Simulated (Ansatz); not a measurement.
Si2BAs in space group R3m (No. 160; B on 3a, As on 3a, Si on 3a, Si on 3a) under volume change, r²SCAN in the plane-wave PAW code Ansatz, shape and atoms relaxed at each volume.

| V (Å³/atom) | E − E(relaxed) (meV/atom) | P (GPa) |
|---|---|---|
| 15.123 | 53.1 | 12.29 |
| 15.622 | 22.4 | 7.57 |
| 16.121 | 5.3 | 3.50 |
| 16.619 | 0.0 | 0.00 |
| 17.118 | 4.8 | -3.01 |
| 17.616 | 18.3 | -5.59 |
| 18.115 | 39.2 | -7.79 |

Question: What does a third-order Birch–Murnaghan fit give for V₀, B₀ and B′?

Answer: V₀ = 16.62 Å³/atom, B₀ = 108 GPa, B′ = 4.0.

The start of the workflow was typed in or built on a structure type; neither database checked (COD, Materials Project) lists it. Its standing as an ambient phase is unchecked. The cell was relaxed with r²SCAN under the symmetry of its start; its stability against distortions is not shown here. The volume moved by 17 % from the start of the relaxation.

Potentials: the earlier of the program's two PAW sets.
